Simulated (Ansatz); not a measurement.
Computed with DFT PBE, scalar-relativistic, plane waves, PAW, and for the lanthanide a 4f-in-core norm-conserving potential (Ansatz). Settings: cutoff 660 eV, Γ-centred meshes spaced at most about 0.3 Å⁻¹, and about 0.25 Å⁻¹ or finer for metals (2π included), Gaussian smearing. No spin polarisation in the final relaxations.

These are static total energies at zero pressure.

Compare these two cells of PrAl3Mo2, each relaxed at this level.

A.

Space group P4/mmm (No. 123). a = 3.374 Å, b = 3.374 Å, c = 9.957 Å, α = 90.00°, β = 90.00°, γ = 90.00°
```json
{"atom": "Pr", "site": "1a", "symmetry": "4/mmm", "x": "0.0000", "y": "0.0000", "z": "0.0000"}
{"atom": "Al", "site": "2h", "symmetry": "4mm", "x": "0.5000", "y": "0.5000", "z": "0.2315"}
{"atom": "Al", "site": "1d", "symmetry": "4/mmm", "x": "0.5000", "y": "0.5000", "z": "0.5000"}
{"atom": "Mo", "site": "2g", "symmetry": "4mm", "x": "0.0000", "y": "0.0000", "z": "0.3747"}
```

B.

Space group P6/mmm (No. 191). a = 5.534 Å, b = 5.534 Å, c = 4.339 Å, α = 90.00°, β = 90.00°, γ = 120.00°
```csv
atom,site,symmetry,x,y,z
Pr,1a,6/mmm,0.0000,0.0000,0.0000
Al,3g,mmm,0.5000,0.5000,0.5000
Mo,2c,-6m2,0.6667,0.3333,0.0000
```

Question: Which form is favoured at zero pressure, and by what margin per atom?

Answer: A is lower, by 8 meV/atom. A has space group P4/mmm (No. 123), 18.9 Å³/atom and no gap on its mesh; B has space group P6/mmm (No. 191), 19.2 Å³/atom and no gap. Counting all near atoms (those within 1.25 times the shortest distance at each site; a plus sign parts nearer from farther groups; a slash parts the counts of unlike sites), A has Pr 12+2, Al 5+4/10, Mo 9 and B has Pr 6+12, Al 8, Mo 6+6. In A, around Pr lie 8 Al at 3.32 Å, 4 Pr at 3.37 Å and 2 Mo at 3.73 Å; Al on a site of symmetry 4mm is surrounded by 1 Al at 2.67 Å, 4 Mo at 2.78 Å, 4 Pr at 3.32 Å and 4 Al at 3.37 Å; Mo is surrounded by 1 Mo at 2.50 Å, 8 Al at 2.69–2.78 Å, 4 Mo at 3.37 Å and 1 Pr at 3.73 Å; 1 more site not described. In B, around Pr lie 6 Mo at 3.19 Å, 12 Al at 3.52 Å and 2 Pr at 4.34 Å; Al is surrounded by 4 Mo at 2.69 Å, 4 Al at 2.77 Å and 4 Pr at 3.52 Å; around Mo lie 6 Al at 2.69 Å, 3 Pr at 3.19 Å and 3 Mo at 3.19 Å. Both come from invented guesses.

The k mesh leaves some 4 meV/atom of noise in the energy of each metallic cell. With atoms moved at random, P4/mmm came back. Other cells relaxed within their symmetry can be saddle points.

The lanthanide is trivalent by construction, without f bands, f moments or other valences.
